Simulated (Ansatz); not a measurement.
Relaxed-ion elastic tensor of ZrO2 in space group P2_1/c (No. 14; Zr on 4e, O on 4e, O on 4e) in GPa (Voigt order), LDA (plane waves, PAW; program Ansatz); density 6.01 g/cm³, 11.35 Å³ per atom.

|  | 1 | 2 | 3 | 4 | 5 | 6 |
|---|---|---|---|---|---|---|
| 1 | 312 | 179 | 88.4 | 0.0 | 54.1 | 0.0 |
| 2 | 179 | 427 | 155 | 0.0 | -4.4 | 0.0 |
| 3 | 88.4 | 155 | 243 | 0.0 | 25.6 | 0.0 |
| 4 | 0.0 | 0.0 | 0.0 | 96.0 | 0.0 | -10.0 |
| 5 | 54.1 | -4.4 | 25.6 | 0.0 | 89.9 | 0.0 |
| 6 | 0.0 | 0.0 | 0.0 | -10.0 | 0.0 | 141 |

### Question
Is the crystal mechanically stable?

### Answer
Yes: the smallest eigenvalue of C is 65.1 GPa.

### Question
Work out the Voigt, Reuss and Hill averages.

### Answer
K_V = 203, K_R = 164, K_H = 183; G_V = 103, G_R = 89.3, G_H = 96.0 GPa.

### Question
Give Young's modulus, Poisson's ratio, Pugh's ratio and the universal anisotropy index.

### Answer
E = 9KG/(3K + G) = 245 GPa; ν = 0.28; K/G = 1.91 (ductile by the Pugh limit of 1.75); A_U = 5G_V/G_R + K_V/K_R − 6 = 0.99.

### Question
Estimate the sound speeds and the Debye temperature.

### Answer
v_l = √((K + 4G/3)/ρ) = 7200 m/s, v_t = √(G/ρ) = 4000 m/s, mean 4450 m/s; Θ = (h/k)(3n/4πV)^(1/3) v_m = 590 K.

### Question
How much does each axis shrink under pressure?

### Answer
Linear compressibilities β_i = Σ_j S_ij (j = 1 to 3): x 2.7, y -0.079, z 3.4 per TPa.

The cell was relaxed with LDA under the symmetry of its start. The run is not spin-polarised.

Potentials: the later of the program's two PAW sets.
